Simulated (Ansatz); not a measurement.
Geometry optimisation in Ansatz: input, command and trajectory.

```yaml
crystal:
  lattice:
    - [3.29, 0.0, 0.0]
    - [-1.645, 2.8492235785, 0.0]
    - [0.0, 0.0, 12.97]
  atoms:
    - { symbol: W, position: [0.3333333333, 0.6666666667, 0.25] }
    - { symbol: W, position: [0.6666666667, 0.3333333333, 0.75] }
    - { symbol: Se, position: [0.3333333333, 0.6666666667, 0.621] }
    - { symbol: Se, position: [0.6666666667, 0.3333333333, 0.121] }
    - { symbol: Se, position: [0.3333333333, 0.6666666667, 0.879] }
    - { symbol: Se, position: [0.6666666667, 0.3333333333, 0.379] }
basis:
  ecutwfc: 420
kpoints:
  mp_grid: { grid: [12, 12, 2] }
hamiltonian:
  xc: pbesol
  dispersion: d3bj
scf:
  occupations: { method: gaussian, width: 0.02 }
output:
  forces: true
  stress: true
  eigenvalues: true
  write_density: true
  write_potential: true
  elf: true
  volumetric_format: npy
relax:
  adjacent_minimum: "off"
  f_tol: 0.005
  max_steps: 80
  cell: { stress_tol: 0.05 }
```

```bash
ansatz run input.yaml --threads 1 --pin off --max-ram 2560MiB --backend cpu --events-out ev --progress --plain --runs-dir out
```

Computed with Ansatz 0.2.0, DFT PBEsol+D3(BJ), scalar-relativistic, plane waves, PAW.

Of 8 frames 8 are shown, positions in Å and forces in eV/Å; the SCF threshold varies from step to step. Steps run on the plane waves of an earlier cell, with a Pulay correction in the pressure. The basis is chosen afresh for the last frame, the zero of the energies, and at times for earlier ones too; energy and pressure step there, also at an unchanged geometry. The mark taken_back stands on steps that the optimiser undid.

```xyz
6
Lattice="3.2900 0.0000 0.0000 -1.6450 2.8492 0.0000 0.0000 0.0000 12.9700" Properties=species:S:1:pos:R:3:forces:R:3 pbc="T T T" step=1 free_energy_over_end_meV_per_atom=22.09 pressure_GPa=-4.81
W     0.0000    1.8995    3.2425    0.0000    0.0000    0.0000
W     1.6450    0.9497    9.7275    0.0000    0.0000    0.0000
Se    0.0000    1.8995    8.0544    0.0000    0.0000    0.1123
Se    1.6450    0.9497    1.5694    0.0000    0.0000    0.1123
Se    0.0000    1.8995   11.4006    0.0000    0.0000   -0.1123
Se    1.6450    0.9497    4.9156    0.0000    0.0000   -0.1123
6
Lattice="3.1297 0.0000 0.0000 -1.5648 2.7104 0.0000 0.0000 0.0000 12.3850" Properties=species:S:1:pos:R:3:forces:R:3 pbc="T T T" step=2 free_energy_over_end_meV_per_atom=33.06 pressure_GPa=6.44 taken_back
W     0.0000    1.8069    3.0963    0.0000    0.0000    0.0000
W     1.5648    0.9035    9.2888    0.0000    0.0000    0.0000
Se    0.0000    1.8069    7.5649    0.0000    0.0000    0.1453
Se    1.5648    0.9035    1.3724    0.0000    0.0000    0.1453
Se    0.0000    1.8069   11.0126    0.0000    0.0000   -0.1453
Se    1.5648    0.9035    4.8201    0.0000    0.0000   -0.1453
6
Lattice="3.2414 0.0000 0.0000 -1.6207 2.8071 0.0000 0.0000 0.0000 12.6652" Properties=species:S:1:pos:R:3:forces:R:3 pbc="T T T" step=3 free_energy_over_end_meV_per_atom=2.70 pressure_GPa=-1.71
W     0.0000    1.8714    3.1663    0.0000    0.0000    0.0000
W     1.6207    0.9357    9.4989    0.0000    0.0000    0.0000
Se    0.0000    1.8714    7.8142    0.0000    0.0000    0.0588
Se    1.6207    0.9357    1.4816    0.0000    0.0000    0.0588
Se    0.0000    1.8714   11.1835    0.0000    0.0000   -0.0588
Se    1.6207    0.9357    4.8509    0.0000    0.0000   -0.0588
6
Lattice="3.2284 0.0000 0.0000 -1.6142 2.7958 0.0000 0.0000 0.0000 12.3492" Properties=species:S:1:pos:R:3:forces:R:3 pbc="T T T" step=4 free_energy_over_end_meV_per_atom=-0.06 pressure_GPa=0.12
W     0.0000    1.8639    3.0873    0.0000    0.0000    0.0000
W     1.6142    0.9319    9.2619    0.0000    0.0000    0.0000
Se    0.0000    1.8639    7.5786    0.0000    0.0000    0.0578
Se    1.6142    0.9319    1.4040    0.0000    0.0000    0.0578
Se    0.0000    1.8639   10.9453    0.0000    0.0000   -0.0578
Se    1.6142    0.9319    4.7707    0.0000    0.0000   -0.0578
6
Lattice="3.2303 0.0000 0.0000 -1.6152 2.7975 0.0000 0.0000 0.0000 12.4225" Properties=species:S:1:pos:R:3:forces:R:3 pbc="T T T" step=5 free_energy_over_end_meV_per_atom=0.04 pressure_GPa=0.67 taken_back
W     0.0000    1.8650    3.1056    0.0000    0.0000    0.0000
W     1.6152    0.9325    9.3169    0.0000    0.0000    0.0000
Se    0.0000    1.8650    7.6428    0.0000    0.0000   -0.1410
Se    1.6152    0.9325    1.4315    0.0000    0.0000   -0.1410
Se    0.0000    1.8650   10.9910    0.0000    0.0000    0.1410
Se    1.6152    0.9325    4.7797    0.0000    0.0000    0.1410
6
Lattice="3.2304 0.0000 0.0000 -1.6152 2.7976 0.0000 0.0000 0.0000 12.3848" Properties=species:S:1:pos:R:3:forces:R:3 pbc="T T T" step=6 free_energy_over_end_meV_per_atom=-0.27 pressure_GPa=0.07
W     0.0000    1.8651    3.0962    0.0000    0.0000    0.0000
W     1.6152    0.9325    9.2886    0.0000    0.0000    0.0000
Se    0.0000    1.8651    7.6075    0.0000    0.0000    0.0126
Se    1.6152    0.9325    1.4151    0.0000    0.0000    0.0126
Se    0.0000    1.8651   10.9697    0.0000    0.0000   -0.0126
Se    1.6152    0.9325    4.7773    0.0000    0.0000   -0.0126
6
Lattice="3.2305 0.0000 0.0000 -1.6152 2.7977 0.0000 0.0000 0.0000 12.4145" Properties=species:S:1:pos:R:3:forces:R:3 pbc="T T T" step=7 free_energy_over_end_meV_per_atom=-0.30 pressure_GPa=0.00
W     0.0000    1.8651    3.1036    0.0000    0.0000    0.0000
W     1.6152    0.9326    9.3109    0.0000    0.0000    0.0000
Se    0.0000    1.8651    7.6297    0.0000    0.0000    0.0015
Se    1.6152    0.9326    1.4225    0.0000    0.0000    0.0015
Se    0.0000    1.8651   10.9920    0.0000    0.0000   -0.0015
Se    1.6152    0.9326    4.7848    0.0000    0.0000   -0.0015
6
Lattice="3.2305 0.0000 0.0000 -1.6152 2.7977 0.0000 0.0000 0.0000 12.4145" Properties=species:S:1:pos:R:3:forces:R:3 pbc="T T T" step=8 free_energy_over_end_meV_per_atom=0.00 pressure_GPa=0.00
W     0.0000    1.8651    3.1036    0.0000    0.0000    0.0000
W     1.6152    0.9326    9.3109    0.0000    0.0000    0.0000
Se    0.0000    1.8651    7.6297    0.0000    0.0000    0.0013
Se    1.6152    0.9326    1.4225    0.0000    0.0000    0.0013
Se    0.0000    1.8651   10.9920    0.0000    0.0000   -0.0013
Se    1.6152    0.9326    4.7848    0.0000    0.0000   -0.0013
```

The run took 120 s on 1 thread of Intel(R) Xeon(R) Platinum 8259CL CPU @ 2.50GHz (Skylake/Cascade Lake), on a shared host, peak memory 0.59 GiB.

Spin–orbit coupling is left out, which can shift energies with elements as heavy as these.